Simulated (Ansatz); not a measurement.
K (Im-3m): elasticity against pressure

```
CELL_PARAMETERS angstrom
-2.61250 2.61250 2.61250
2.61250 -2.61250 2.61250
2.61250 2.61250 -2.61250
ATOMIC_POSITIONS crystal
K 0.00000 0.00000 0.00000
```

This is the zero-pressure cell. At each pressure cell and atoms are relaxed in this structure, and the constants are slopes of the stress at strains of ±0.005 with relaxed ions (the coefficients that govern stability under load). Level: PBEsol, PAW on Ansatz 0.2.0's default frozen-core files (fitted under PBE), scalar-relativistic; k mesh 16×16×16, strains of ±0.005, Fermi-Dirac smearing of 0.050 eV, cutoff 420 eV. P is the pressure of the relaxed cell, less that of this one.

```tsv
P (GPa)	V/V₀	C11 (GPa)	C12 (GPa)	C44 (GPa)
0.00	1.0000	4.1	3.4	2.9
1.04	0.8211	7.9	6.9	4.0
1.99	0.7355	11.1	9.8	4.6
4.03	?	?	?	?
7.02	0.5405	25.1	23.1	6.1
10.01	0.4835	31.6	29.1	6.0
15.02	0.4185	42.0	39.2	7.5
```

Question: Does the bulk modulus from the constants agree with the pressure-volume curve?

Answer: A third-order Birch-Murnaghan fit to the volumes shown (F against f, f = [(V₀/V)^(2/3) − 1]/2) gives B₀ = 3.7 GPa and B′ = 3.7. Its −V dP/dV stands beside (C11 + 2C12)/3:

```
P (GPa)  from P(V)  from the constants
   0.00        3.7                 3.6
   1.04        7.2                 7.2
   1.99       10.1                10.2
   7.02       23.4                23.7
  10.01       30.9                30.0
  15.02       43.3                40.1
```

Question: What are the pressure derivatives at zero pressure?

Answer: Slopes at V₀ of quadratic fits in −ln(V/V₀) through the first four rows shown, divided by B₀: dC11/dP = 3.2, dC12/dP = 2.7, dC44/dP = 1.6. The mean slopes up to 2.0 GPa are 3.5, 3.2, 0.9; curvature and scatter of the constants part the two. The combination (dC11/dP + 2 dC12/dP)/3 = 2.9 stands against B′.

Question: Fill the row at 4.03 GPa.

Answer: Cubic fits in −ln(V/V₀) through all rows shown give C11 = 17.4, C12 = 15.7, C44 = 5.2 GPa. Computed: V/V₀ = 0.6288, C11 (GPa) = 17.2, C12 (GPa) = 15.6, C44 (GPa) = 5.5.

Question: Does a shear stiffness soften?

Answer: C44 goes from 2.9 to 7.5 GPa; (C11 − C12)/2 goes from 0.3 to 1.4 GPa. Neither ends more than 3 % under its start, and the lattice stays mechanically stable over this range.

Caveats: no other phase was computed; many crystals of this kind change structure within this range, and rows or crossings beyond such a change describe a metastable lattice; frozen-core PAW files fitted under PBE, their cores solved anew for the functional of the run; responses of metals move with mesh and smearing; phonons weren't checked at these pressures.
